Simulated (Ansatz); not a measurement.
Put SbSe2 in Fm-3m (No. 225): Sb on 4a; Se on 8c.

These are results of DFT PBE, scalar-relativistic, plane waves, PAW in Ansatz, not measurements. Cutoff 420 eV, Γ-centred mesh, Gaussian smearing, no spin polarisation.

Energies over the elements count from the elements' standard structures at the same level, with no fitted energy shifts.

Q: Give the relaxed lattice parameters and positions.

A:

Space group Fm-3m (No. 225). a = 6.913 Å, b = 6.913 Å, c = 6.913 Å, α = 90.00°, β = 90.00°, γ = 90.00°
```json
{"atom": "Sb", "site": "4a", "symmetry": "m-3m", "x": "0.0000", "y": "0.0000", "z": "0.0000"}
{"atom": "Se", "site": "8c", "symmetry": "-43m", "x": "0.2500", "y": "0.7500", "z": "0.7500"}
```

It has the fluorite type. Sb is surrounded by 8 Se at 2.99 Å; Se is surrounded by 4 Sb at 2.99 Å and 6 Se at 3.46 Å.

Q: Where does its energy lie, and is it a metal?

A: The energy over the elements is +0.12 eV/atom. The gap on the 12×12×12 mesh of the 3-atom cell is 0 eV (a metal). The separate elements lie lower, so it is unstable against them.

The last run used Gaussian smearing of 0.10 eV. Spin–orbit coupling, which can matter for Sb, is left out. An odd number of electrons in the primitive cell allows no gap without spin; a larger cell or a magnetic state could open one. The cell is a metal run without spin; a magnetic state may lie lower. The reference form of Se is held partly by dispersion forces, which this level lacks. A structure relaxed within its symmetry needn't be a true minimum.
